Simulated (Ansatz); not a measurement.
# Notes on Sr$_{2}$YReO$_{6}$

```
CELL_PARAMETERS angstrom
0.00000 4.15773 4.15773
4.15773 0.00000 4.15773
4.15773 4.15773 0.00000
ATOMIC_POSITIONS crystal
Re 0.00000 0.00000 0.00000
O 0.75000 0.25000 0.25000
O 0.25000 0.75000 0.25000
O 0.25000 0.75000 0.75000
O 0.75000 0.25000 0.75000
O 0.25000 0.25000 0.75000
O 0.75000 0.75000 0.25000
Y 0.50000 0.50000 0.50000
Sr 0.25000 0.25000 0.25000
Sr 0.75000 0.75000 0.75000
```

Single point in Ansatz 0.2.0 with r2SCAN, no spin polarisation. Cutoff 500 eV, PAW datasets, 5×5×5 Γ-centred k mesh, cold filling (width 0.0335 eV).

Task: Metal or insulator?

Result: It is a metal, with about 6.2 states/eV a cell as the mean within 0.25 eV of the Fermi level, mostly Re d (67 %) and O p (26 %).

Task: Which atom feels the largest force, and which way?

Result: The largest is on O3 (and as large on other atoms): 4.80 eV/Å, components (0.00, -4.80, 0.00). It makes 0° with the line to a nearest neighbour, Re1 at 2.08 Å, pointing towards it.

Task: What does the stress say?

Result: The pressure is -4.8 GPa (compression positive), so with the atoms held at these fractions the cell would first shrink; the forces are large, so a full relaxation may end otherwise.

Task: Which element gives electrons and which takes them?

Result: Bader charges in e: Sr +1.66, Y +2.15, Re +2.33, O -1.30. In the mean Re gives up most and O takes most.

Origin: a database entry at a rescaled volume. Caveats: many states at the Fermi level without spin polarisation, so a magnetic state may lie lower; the Fermi level lies in a narrow band between gaps, which spin or distortion may split; correlation that this level lacks may open a gap in such a compound; forces this large suggest misplaced atoms in the database entry; atoms or cell far from equilibrium.

It took 92 s on 1 thread of Arm Neoverse V2, with other jobs on the host, peak memory 0.85 GiB, starting from a saved density. The time holds forces, stress, Bader, DOS, bands, ELF.
